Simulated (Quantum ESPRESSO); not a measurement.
Space group Cmc2₁ (No. 36); a = 9.872 Å, b = 5.799 Å, c = 5.043 Å, α = β = γ = 90.00°

```tsv
atom	site	symmetry	x	y	z
N	8b	1	0.3511	0.3164	0.1057
N	4a	m..	0.0000	0.3633	0.1519
Mg	8b	1	0.1650	0.1656	0.0234
V	4a	m..	0.0000	0.6638	0.0179
```
(The calculation used a cell of 12 atoms; values per cell refer to that cell.)

The geometry is that of Materials Project entry mp-1029368, symmetrised and not relaxed again.

**Question.** What does norm-conserving PBEsol (Quantum ESPRESSO, 84 Ry, scalar-relativistic) give for the electronic structure near the Fermi level?

**Answer.** The PBEsol gap is indirect, 1.88 eV, from Z to Y; the smallest direct gap is 2.19 eV. The 3d shell has no Hubbard U; the runs are without spin polarisation, and magnetic order was not tried.

The structure is a Materials Project entry; no match was found in the copy of COD used, and its stability was not checked.

Letters of k points follow the standard setting of the lattice, whose axes may be ordered differently from the printed cell.
